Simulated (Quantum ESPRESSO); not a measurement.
KSrYWO6, space group F-43m (No. 216):

```yaml
crystal:
  lattice:
    - [0.00000, 4.19349, 4.19349]
    - [4.19349, 0.00000, 4.19349]
    - [4.19349, 4.19349, 0.00000]
  atoms:
    - { symbol: K, position: [0.25000, 0.25000, 0.25000] }
    - { symbol: Sr, position: [0.75000, 0.75000, 0.75000] }
    - { symbol: Y, position: [0.50000, 0.50000, 0.50000] }
    - { symbol: W, position: [0.00000, 0.00000, 0.00000] }
    - { symbol: O, position: [0.76724, 0.23276, 0.23276] }
    - { symbol: O, position: [0.76724, 0.23276, 0.76724] }
    - { symbol: O, position: [0.23276, 0.76724, 0.76724] }
    - { symbol: O, position: [0.23276, 0.76724, 0.23276] }
    - { symbol: O, position: [0.76724, 0.76724, 0.23276] }
    - { symbol: O, position: [0.23276, 0.23276, 0.76724] }
```
The geometry is a computed Materials Project entry, not a measured one. It is KSrYWO6 in F-43m; whether this form has been observed was not checked. Stability against distortions was not tested. Forces on the atoms reach 0.37 eV/Å at this level. The run has no spin polarisation.

```json
[
 {"site": "K", "Wyckoff letter": "d", "site symmetry": "-43m"},
 {"site": "Sr", "Wyckoff letter": "c", "site symmetry": "-43m"},
 {"site": "Y", "Wyckoff letter": "b", "site symmetry": "-43m"},
 {"site": "W", "Wyckoff letter": "a", "site symmetry": "-43m"},
 {"site": "O", "Wyckoff letter": "f", "site symmetry": "2mm"}
]
```

Cores are frozen. Against all-electron runs on small test molecules, this scheme's |Vzz| missed by −2 to +6 % on O.

Q: Where does symmetry force the field gradient to vanish or to be axial, and what does the PAW reconstruction of the field gradient on a scalar-relativistic PBE ground state (a modified build of Quantum ESPRESSO, JTH datasets) give?

A: 
```
site            by symmetry  Vzz (a.u.)   η_Q
----  ---------------------  ----------  ----
K     vanishes (cubic site)           0     –
Sr    vanishes (cubic site)           0     –
Y     vanishes (cubic site)           0     –
W     vanishes (cubic site)           0     –
O                 η is free      -0.180  0.43
```
